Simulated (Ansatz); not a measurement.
Data:

Mg$_{2}$Sn:
```xyz
6
Lattice="5.5603 1.6278 0.0000 -5.5603 1.6278 0.0000 -2.8109 0.0000 7.3795" Properties=species:S:1:pos:R:3 pbc="T T T"
Mg    -4.0888     1.6278     0.9446
Mg     1.2779     1.6278     6.4349
Mg     2.6322     1.6278     3.4868
Mg    -5.4431     1.6278     3.8927
Sn    -1.1428     1.6278     1.5844
Sn    -1.6681     1.6278     5.7951
```

This is the LDA-relaxed structure.

**Question.** All from the program Ansatz at the LDA level (PAW), unless another level is named. Estimate the highest zone-centre frequency.

**Answer.** 266 cm⁻¹.

**Question.** What about the bulk modulus (Birch–Murnaghan fit)?

**Answer.** 47.8 GPa.

Space group C2/m. The workflow started from a Materials Project entry (that database holds measured and hypothetical structures alike); the Crystallography Open Database copy checked does not list it. COD files the formula under space group No. 225, 227, so this cell is another polymorph or a model. Its standing as an ambient phase is unchecked. Symmetry was held in the LDA relaxation; of distortions, only those at the zone centre were tested. As this level gives no gap, phonon frequencies hold no LO–TO term and depend on the k-mesh and smearing (Fermi–Dirac, 0.1 eV here). Spin–orbit coupling is left out wherever it is not named.

Potentials: the later of the program's two PAW sets.
